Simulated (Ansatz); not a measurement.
Input and command of a plane-wave DFT calculation in Ansatz:

```yaml
crystal:
  lattice:
    - [1.7199440204, 0.9930101432, 2.7029454481]
    - [-1.7199440204, 0.9930101432, 2.7029454481]
    - [0.0, -1.9860202863, 2.7029454481]
  atoms:
    - { symbol: P, position: [0.241294368, 0.241294368, 0.241294368] }
    - { symbol: P, position: [0.758705632, 0.758705632, 0.758705632] }
basis:
  ecutwfc: 420
kpoints:
  mp_grid: { grid: [24, 24, 24] }
hamiltonian:
  xc: pbesol
  dispersion: d3bj
scf:
  occupations: { method: gaussian, width: 0.15 }
output:
  forces: true
  stress: true
  eigenvalues: true
```

```bash
ansatz run input.yaml --threads 1 --pin off --max-ram 2560MiB --backend cpu --events-out ev --progress --plain --runs-dir out
```

Processor: AMD EPYC 9R45 96-Core Processor (Zen 5), 1 thread, on a host shared with other jobs.

**Question.** Estimate time, memory and problem size.

**Answer.** About 7.2 s on 1 thread of AMD EPYC 9R45 96-Core Processor (Zen 5) (shared host), peak memory 0.68 GiB. It solves 9 bands at 1313 k points (the mesh reduced by symmetry) with about 537 plane waves, in 6 SCF iterations.
